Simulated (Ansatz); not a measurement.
## Sn₃GeO₄: rattling a relaxed structure

The structure comes from a generated guess, relaxed at this level; another structure or a mixture of phases may lie lower.

All numbers below come from DFT PBE, scalar-relativistic, plane waves, PAW in Ansatz 0.2.0. Settings: cutoff 420 eV, Γ-centred mesh 6×6×6 on the computed 8-atom cell, Gaussian smearing of 0.02 eV; no spin polarisation.

The cell below (8 atoms, space group P4mm (No. 99)) is relaxed within its symmetry.

```
Sn Ge O
1.0
     5.38233    0.00000    0.00000
     0.00000    5.38233    0.00000
     0.00000    0.00000    4.96732
Sn Ge O
3 1 4
Direct
  0.00000 0.50000 0.23301
  0.50000 0.00000 0.23301
  0.50000 0.50000 0.75684
  0.00000 0.00000 0.79864
  0.75464 0.24536 0.99462
  0.24536 0.75464 0.99462
  0.75464 0.75464 0.99462
  0.24536 0.24536 0.99462
```

For the test it was strained at random (σ = 1.5 % a component), the atoms were moved at random (σ = 0.10 Å), and all was relaxed again on a coarse 4×4×4 mesh (in the run’s order of axes) with 0.10 eV smearing, with no symmetry imposed.

Weakly bound directions are ill-defined at this level, which has no dispersion term.

Question: Does it come back?

Answer: It doesn't return. The energy falls by 35 meV/atom on that mesh, the volume changes by 14.5 %, and the end has space group P1 (No. 1) at a loose tolerance. Relaxed again on a 6×6×6 mesh with 0.02 eV smearing, the new structure lies 35 meV/atom below the first (mesh in the axes of the run's cell; the cell below is made exact in the group named). Space group P1 (No. 1), triclinic, a = 5.177 Å, b = 5.549 Å, c = 5.768 Å, α = 92.2°, β = 90.2°, γ = 90.8°. Sn on its first site is surrounded by 3 O at 2.13–2.17 Å; around Sn on its second site lie 3 O at 2.14–2.16 Å; Ge has 3 O at 1.93–1.95 Å; O on its first site is surrounded by 1 Ge at 1.95 Å and 2 Sn at 2.15–2.17 Å; 4 more sites not described.

```cif
data_structure
_symmetry_space_group_name_H-M 'P 1'
_symmetry_Int_Tables_number 1
_cell_length_a 5.1774
_cell_length_b 5.5491
_cell_length_c 5.7678
_cell_angle_alpha 92.170
_cell_angle_beta 90.229
_cell_angle_gamma 90.810
_cell_volume 165.57
loop_
_atom_site_label
_atom_site_type_symbol
_atom_site_fract_x
_atom_site_fract_y
_atom_site_fract_z
_atom_site_occupancy
Sn1 Sn 0.94329 0.54517 0.22117 1
Sn2 Sn 0.44832 0.97808 0.21661 1
Sn3 Sn 0.43961 0.45504 0.77300 1
Ge1 Ge 0.94032 0.04088 0.80090 1
O1 O 0.80616 0.35111 0.91095 1
O2 O 0.31949 0.62636 0.09517 1
O3 O 0.81790 0.87946 0.07433 1
O4 O 0.28490 0.12390 0.90788 1
```
